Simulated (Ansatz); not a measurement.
Input:

ScPtN2:
```xyz
4
Lattice="1.5950 0.9209 5.9862 -1.5950 0.9209 5.9862 0.0000 -1.8418 5.9862" Properties=species:S:1:pos:R:3 pbc="T T T"
Sc     0.0000     0.0000     8.9793
Pt     0.0000     0.0000     0.0000
N      0.0000     0.0000    16.0867
N      0.0000     0.0000     1.8718
```

This is the PBEsol-relaxed structure.

Question: All from PBEsol (plane waves, PAW; program Ansatz), unless another level is named. Predict the highest zone-centre frequency.

Answer: 801 cm⁻¹.

Question: And the bulk modulus (Birch–Murnaghan fit)?

Answer: 118 GPa.

Space group R-3m. The start of the workflow was typed in or built on a structure type; neither database checked (COD, Materials Project) lists it. Its standing as an ambient phase is unchecked. The PBEsol relaxation kept the symmetry of its start; whether a distortion lowers the energy is not shown. The run is not spin-polarised. With an odd number of electrons in the cell and no spin polarisation, the count alone makes it a metal. As this level gives no gap, phonon frequencies hold no LO–TO term and depend on the k-mesh and smearing (Fermi–Dirac, 0.1 eV here). Spin–orbit coupling is left out wherever it is not named.

Potentials: the later of the program's two PAW sets.
